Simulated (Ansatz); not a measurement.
SiC (wurtzite, P6_3mc), plane-wave PAW LDA (Ansatz code). The conduction-band minimum lies at K, with 2 equivalent valleys. Second derivatives d²E/dk² of the lowest band at one valley (eV·Å²), along Cartesian directions:

| direction | d²E/dk² |
|---|---|
| [100] | 17.82 |
| [010] | 17.82 |
| [001] | 29.34 |
| [110] | 17.82 |
| [101] | 23.58 |
| [011] | 23.58 |

Problem. Find the principal effective masses, the density-of-states mass and the conductivity mass.

Solution. Off-diagonal terms follow from H_xy = H[110] − (H_xx + H_yy)/2, and m*/mₑ = 7.620 eV·Å² over each eigenvalue: 0.26, 0.43, 0.43. One valley's DOS mass (m₁m₂m₃)^(1/3) = 0.36, conductivity mass 3/(Σ 1/mᵢ) = 0.35 mₑ.

Problem. What effective density of states Nc follows at 300 K for parabolic valleys?

Solution. Nc = 2.509e19 × 2 × (0.36)^(3/2) ≈ 1.1e19 cm⁻³.

Problem. With the computed static dielectric constant 10.5 (mean of the diagonal), estimate a hydrogenic donor's binding energy and radius.

Solution. E = 13.606 eV × 0.35/10.5² ≈ 43 meV; a = 0.529 Å × ε/m* ≈ 16 Å. Semilocal masses tend to be too small where the gap is.

Symmetry was held in the LDA relaxation; phonons on a q-mesh show no instability.

Potentials: the earlier of the program's two PAW sets.
